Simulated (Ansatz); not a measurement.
Level of theory: DFT PBE, scalar-relativistic, plane waves, PAW (Ansatz). All cells share a 420 eV cutoff and Γ-centred k meshes spaced about 0.3 Å⁻¹ or finer (0.25 for metals, 2π included). No spin polarisation in the final relaxations.

Temperature and zero-point effects are left out. All come from trial cells, and lower structures may exist.

Question: Order these relaxed structures of Ge2Sb2O by energy, lowest first, with the energy over the lowest of them.
A.

Space group P4_2/mnm (No. 136). a = 6.879 Å, b = 6.879 Å, c = 6.239 Å, α = 90.00°, β = 90.00°, γ = 90.00°
```
atom  site  symmetry       x       y       z
  Ge    4f      m.2m  0.3150  0.3150  0.0000
  Sb    4d      -4.. 0.0000  0.5000  0.7500
   O    2b      m.mm  0.0000  0.0000  0.5000
```

B.

Space group Cmc2_1 (No. 36). a = 11.458 Å, b = 7.037 Å, c = 6.771 Å, α = 90.00°, β = 90.00°, γ = 90.00°
```csv
atom,site,symmetry,x,y,z
Ge,8b,1,0.6403,0.6567,0.7705
Sb,8b,1,0.6428,0.2830,0.6684
O,4a,m..,0.5000,0.7524,0.6826
```

C.

Space group P-3m1 (No. 164). a = 4.198 Å, b = 4.198 Å, c = 9.294 Å, α = 90.00°, β = 90.00°, γ = 120.00°
```json
{"atom": "Ge", "site": "2c", "symmetry": "3m.", "x": "0.0000", "y": "0.0000", "z": "0.1920"}
{"atom": "Sb", "site": "2d", "symmetry": "3m.", "x": "0.6667", "y": "0.3333", "z": "0.6795"}
{"atom": "O", "site": "1a", "symmetry": "-3m.", "x": "0.0000", "y": "0.0000", "z": "0.0000"}
```

Answer: C (0 meV/atom), B (26 meV/atom), A (147 meV/atom). Forms: C P-3m1; B Cmc2_1; A P4_2/mnm. Counting Ge or Sb atoms around O (for each partner element, those within 1.25 times its shortest distance or 1.15 times the sum of covalent radii, where it is the nearest in units of that sum or under 1.3): C has O 2; B has O 2; A has O 2.

No dispersion correction is applied, so the spacing and binding between layers, chains or molecules are poorly described (P-3m1), and this can change margins and order among such cells. Spin–orbit coupling, which can matter for Sb, is left out. The P-3m1 cell has imaginary phonons, to 96i cm⁻¹. Without a clear test, and held by symmetry: Cmc2_1 and P4_2/mnm. Some types were kept out of the candidates beforehand, so the set may lack a known form.
